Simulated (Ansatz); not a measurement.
Input:

HfO2:
```yaml
crystal:
  lattice:
    - [5.11410, 0.00000, 0.00000]
    - [0.00000, 5.18160, 0.00000]
    - [-0.87109, 0.00000, 5.22317]
  atoms:
    - { symbol: Hf, position: [0.27621, 0.45816, 0.70823] }
    - { symbol: Hf, position: [0.72379, 0.54184, 0.29177] }
    - { symbol: Hf, position: [0.72379, 0.95816, 0.79177] }
    - { symbol: Hf, position: [0.27621, 0.04184, 0.20823] }
    - { symbol: O, position: [0.44796, 0.74233, 0.97851] }
    - { symbol: O, position: [0.55204, 0.25767, 0.02149] }
    - { symbol: O, position: [0.55204, 0.24233, 0.52149] }
    - { symbol: O, position: [0.44796, 0.75767, 0.47851] }
    - { symbol: O, position: [0.07006, 0.33378, 0.34401] }
    - { symbol: O, position: [0.92994, 0.66622, 0.65599] }
    - { symbol: O, position: [0.92994, 0.83378, 0.15599] }
    - { symbol: O, position: [0.07006, 0.16622, 0.84401] }
```

This is the r²SCAN-relaxed structure.

Question: All from plane-wave PAW r²SCAN (Ansatz code), unless another level is named. Predict the band gap.

Answer: 4.59 eV (indirect).

Question: Predict the formation energy from the elements (no fitted shifts).

Answer: -3.77 eV/atom.

Question: Predict the smallest direct gap on the standard path.

Answer: 4.68 eV.

Question: Predict the valence-band maximum.

Answer: at Γ.

Space group P2_1/c. The cell was relaxed with r²SCAN under the symmetry of its start. No spin polarisation was allowed. The references are the lowest solids computed at this level, not always the standard phases (solids in place of the gases). Spin–orbit coupling is left out wherever it is not named.

Potentials: the later of the program's two PAW sets.
